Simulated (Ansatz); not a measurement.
**Pb₂C: computed DOS**

Space group Fm-3m (No. 225). a = 6.605 Å, b = 6.605 Å, c = 6.605 Å, α = 90.00°, β = 90.00°, γ = 90.00°
```json
{"atom": "C", "site": "4a", "symmetry": "m-3m", "x": "0.0000", "y": "0.0000", "z": "0.0000"}
{"atom": "Pb", "site": "8c", "symmetry": "-43m", "x": "0.2500", "y": "0.7500", "z": "0.7500"}
```

The runs use the primitive cell with vectors (0.000, 3.302, 3.302), (3.302, 0.000, 3.302), (3.302, 3.302, 0.000) Å, to which the k mesh refers.

The structure comes from a relaxation in the same program, started in the fluorite type, and has space group Fm-3m. Whether it is a known phase or the ground state wasn't checked.

Spin–orbit coupling is left out, though it moves levels of the heavy atoms by tenths of an eV or more.

These are results of Ansatz 0.2.0, DFT, PBE, all-electron LAPW, scalar-relativistic, not measurements.

The runs use a Γ-centred 10×10×10 k mesh, Fermi–Dirac smearing of 0.05 eV, basis error target 1 meV/atom, no spin polarisation.

States per eV and cell, averaged over 0.6 eV, from -12.4 to 6.0 eV, with energies (bin centres) from the Fermi level; empty bins are left out. 

```
E (eV)  total
 -12.2   0.29
 -11.6   0.53
 -11.0   0.78
 -10.4   1.04
  -9.8   0.69
  -9.2   0.34
  -8.6   1.49
  -8.0   1.41
  -7.4   1.58
  -6.8   1.27
  -6.2   0.43
  -5.6   0.12
  -5.0   0.02
  -4.4   0.08
  -3.8   0.85
  -3.2   1.27
  -2.6   1.66
  -2.0   2.39
  -1.4   1.39
  -0.8   2.06
  -0.2   0.35
   0.4   1.10
   1.0   2.79
   1.6   1.82
   2.2   2.23
   2.8   1.89
   3.4   1.68
   4.0   1.69
   4.6   1.47
   5.2   1.33
   5.8   1.40
```
